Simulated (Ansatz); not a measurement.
CuI2:
```
CuI2
1.0
    5.18602     0.00000     0.00000
    0.00000     5.18602     0.00000
    0.00000     0.00000     4.37562
Cu I
1 2
Direct
  0.00000   0.00000   0.00000
  0.00000   0.50000   0.00000
  0.50000   0.00000   0.00000
```

Relaxed with r²SCAN+D4.

Map the electron localisation function on the plane through (0.000, 0.000, 0.000) spanned by u = [1, 0, 0] and v = [0, 1, 0] in lattice vectors, from r²SCAN+D4 in the plane-wave PAW code Ansatz.

x is the fraction of u, y of v (the angle between them is 90°; rows are the nearest grid lines); atoms in the plane: Cu at (0.00, 0.00), I at (0.00, 0.50), I at (0.50, 0.00).
```
y \ x   0.000  0.0769  0.192  0.269  0.346  0.462  0.538  0.654  0.731  0.808  0.923   1.00
------  -----  ------  -----  -----  -----  -----  -----  -----  -----  -----  -----  -----
1.00    0.931   0.522  0.158  0.606  0.564  0.262  0.262  0.564  0.606  0.158  0.522  0.931
0.923   0.522   0.298  0.157  0.590  0.585  0.260  0.260  0.585  0.590  0.157  0.298  0.522
0.846   0.151   0.144  0.156  0.460  0.643  0.623  0.623  0.643  0.460  0.156  0.144  0.151
0.769   0.375   0.362  0.179  0.168  0.539  0.760  0.760  0.539  0.168  0.179  0.362  0.375
0.692   0.600   0.611  0.518  0.145  0.117  0.586  0.586  0.117  0.145  0.518  0.611  0.600
0.615   0.424   0.532  0.689  0.523  0.085  0.080  0.080  0.085  0.523  0.689  0.532  0.424
0.538   0.262   0.260  0.688  0.749  0.287  0.013  0.013  0.287  0.749  0.688  0.260  0.262
0.462   0.262   0.260  0.688  0.749  0.287  0.013  0.013  0.287  0.749  0.688  0.260  0.262
0.385   0.424   0.532  0.689  0.523  0.085  0.080  0.080  0.085  0.523  0.689  0.532  0.424
0.308   0.600   0.611  0.518  0.145  0.117  0.586  0.586  0.117  0.145  0.518  0.611  0.600
0.231   0.375   0.362  0.179  0.168  0.539  0.760  0.760  0.539  0.168  0.179  0.362  0.375
0.154   0.151   0.144  0.156  0.460  0.643  0.623  0.623  0.643  0.460  0.156  0.144  0.151
0.0769  0.522   0.298  0.157  0.590  0.585  0.260  0.260  0.585  0.590  0.157  0.298  0.522
0.000   0.931   0.522  0.158  0.606  0.564  0.262  0.262  0.564  0.606  0.158  0.522  0.931
```

The density is the valence pseudo-density with augmentation charge, so density and ELF within about 1 Å of a nucleus are not all-electron values.

Space group P4/mmm. The first step of the workflow began from a Materials Project structure, measured or hypothetical; the Crystallography Open Database copy checked does not list it. Whether it is the stable phase at ambient conditions was not checked. Symmetry was held in the r²SCAN+D4 relaxation; phonons show weakly imaginary modes. The run is not spin-polarised. Scalar-relativistic: spin–orbit coupling is off unless named, which matters more the heavier the elements.

Potentials: the later of the program's two PAW sets.
